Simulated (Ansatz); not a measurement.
## SnPb5S6 (P4/mmm) at 2 levels of theory

One geometry, relaxed with PBE; plane waves with PAW potentials in Ansatz, scalar-relativistic. No spin polarisation. Gaps are the least over mesh and band path; pressure is positive in compression.

```
CELL_PARAMETERS angstrom
4.23248 0.00000 0.00000
0.00000 4.23248 0.00000
0.00000 0.00000 17.95447
ATOMIC_POSITIONS crystal
Sn 0.00000 0.00000 0.50000
Pb 0.00000 0.00000 0.16759
Pb 0.50000 0.50000 0.33499
Pb 0.50000 0.50000 0.66501
Pb 0.00000 0.00000 0.83241
Pb 0.50000 0.50000 0.00000
S 0.00000 0.00000 0.00000
S 0.50000 0.50000 0.16715
S 0.00000 0.00000 0.33682
S 0.50000 0.50000 0.50000
S 0.00000 0.00000 0.66318
S 0.50000 0.50000 0.83285
```

```
level  cutoff (eV)  k mesh  gap (eV)  pressure (GPa)
  PBE          420   8×8×2      0.12             0.0
```

Task: What comes out on the same cell with LDA?

Result:
```tsv
level	cutoff (eV)	k mesh	gap (eV)	pressure (GPa)
LDA	420	8×8×2	0.02	-4.5
```

Spin-orbit coupling matters for the bands of heavy elements and is left out.

The structure comes from a generated guess; another structure or a mixture of phases may lie lower.
